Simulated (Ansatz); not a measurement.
Be3N2:
```
Be3N2
1.0
    2.83637     0.00000     0.00000
   -1.41819     2.45637     0.00000
    0.00000     0.00000     9.72723
Be N
6 4
Cartesian
  0.00000   1.63758   0.76090
  1.41819   0.81879   8.96633
  1.41819   0.81879   5.62451
  0.00000   1.63758   4.10272
  0.00000   0.00000   2.43181
  0.00000   0.00000   7.29542
  0.00000   0.00000   0.00000
  0.00000   0.00000   4.86361
  0.00000   1.63758   2.43181
  1.41819   0.81879   7.29542
```

Relaxed with r²SCAN. 

### Question
HSE06 on this cell (Ansatz, a program for electronic structure, PAW) gives a gap of 4.64 eV. What does r²SCAN give?

### Answer
4.01 eV.

Cost on shared cores: the r²SCAN run (SCF on a 11×11×3 mesh, then bands and DOS) about 50 core-seconds (a rough figure), the HSE06 run (SCF on 7×7×2, then a few points) roughly 110 core-seconds; the tasks are unlike.

Space group P6_3/mmc. The workflow started from a Materials Project entry (that database holds measured and hypothetical structures alike); the Crystallography Open Database copy checked does not list it. COD files the formula under space group No. 206. Whether it is the stable phase at ambient conditions was not checked. The r²SCAN relaxation kept the symmetry of its start; its stability against distortions is not shown here.

Potentials: the later of the program's two PAW sets.

Ansatz is a plane-wave DFT program.
